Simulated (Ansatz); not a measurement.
This Ta2Bi2O structure is the end of a relaxation. The cell was found from a structure generator's guess, not taken from experiment.

Computed with DFT PBE, scalar-relativistic, plane waves, PAW in Ansatz 0.2.0. Cutoff 420 eV, Γ-centred mesh, Gaussian smearing, no spin polarisation.

```
Ta Bi O
1.0
     5.15044    0.00000    0.00000
     0.00000    5.15044    0.00000
     0.00000    0.00000    3.87627
Ta Bi O
2 2 1
Direct
  0.50000 0.50000 0.50000
  0.00000 0.00000 0.50000
  0.00000 0.50000 0.00000
  0.50000 0.00000 0.00000
  0.00000 0.00000 0.00000
```

The zero of energy is the elements' standard structures at the same level (O₂ as a molecule); no fitted shifts are applied.

**Question.** What space group does it have?

**Answer.** P4/mmm (No. 123). Conventional cell: a = 5.150 Å, c = 3.876 Å. Ta on its first site has 8 Bi at 3.22 Å and 4 Ta at 3.64 Å; Ta on its second site is surrounded by 2 O at 1.94 Å, 8 Bi at 3.22 Å and 4 Ta at 3.64 Å; Bi is surrounded by 2 O at 2.58 Å and 8 Ta at 3.22 Å; around O lie 2 Ta at 1.94 Å and 4 Bi at 2.58 Å.

**Question.** How far does it lie from the elements in energy?

**Answer.** +0.11 eV/atom. It can't be a ground state, since the elements alone are lower.

**Question.** Is it a metal?

**Answer.** Yes, bands cross the Fermi level on the 8×8×10 mesh.

The last run used an 8×8×10 mesh (in the run's order of axes) for its 5-atom cell and Gaussian smearing of 0.10 eV. These runs have no spin–orbit coupling, which can matter for Bi and Ta. A structure relaxed within its symmetry needn't be a true minimum.
